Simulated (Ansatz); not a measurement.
Data:

LuPd3:
```cif
data_LuPd3
_chemical_formula_sum 'Lu1 Pd3'
_space_group_name_H-M_alt 'Pm-3m'
_space_group_IT_number 221
_space_group_name_Hall '-P 4 2 3'
_cell_length_a 4.01790
_cell_length_b 4.01790
_cell_length_c 4.01790
_cell_angle_alpha 90.000
_cell_angle_beta 90.000
_cell_angle_gamma 90.000
loop_
_atom_site_label
_atom_site_type_symbol
_atom_site_symmetry_multiplicity
_atom_site_Wyckoff_symbol
_atom_site_fract_x
_atom_site_fract_y
_atom_site_fract_z
_atom_site_occupancy
Lu1 Lu 1 a 0.00000 0.00000 0.00000 1
Pd1 Pd 3 c 0.00000 0.50000 0.50000 1
```

This is the PBEsol-relaxed structure.

Problem. All from DFT-PBEsol in the program Ansatz with PAW potentials, unless another level is named. Predict the density of states at the Fermi level.

Solution. 0.68 states/eV per atom (mean over ±0.08 eV).

Problem. Next, the formation energy from the elements (no fitted shifts)?

Solution. -890 meV/atom.

The workflow started from an entry of the Crystallography Open Database (COD). Whether it is the stable phase at ambient conditions was not checked. The cell was relaxed with PBEsol under the symmetry of its start; whether a distortion lowers the energy is not shown. The run is not spin-polarised. The references are the lowest solids computed at this level, not always the standard phases. Scalar-relativistic: spin–orbit coupling is off unless named, which matters more the heavier the elements.

Potentials: the later of the program's two PAW sets.
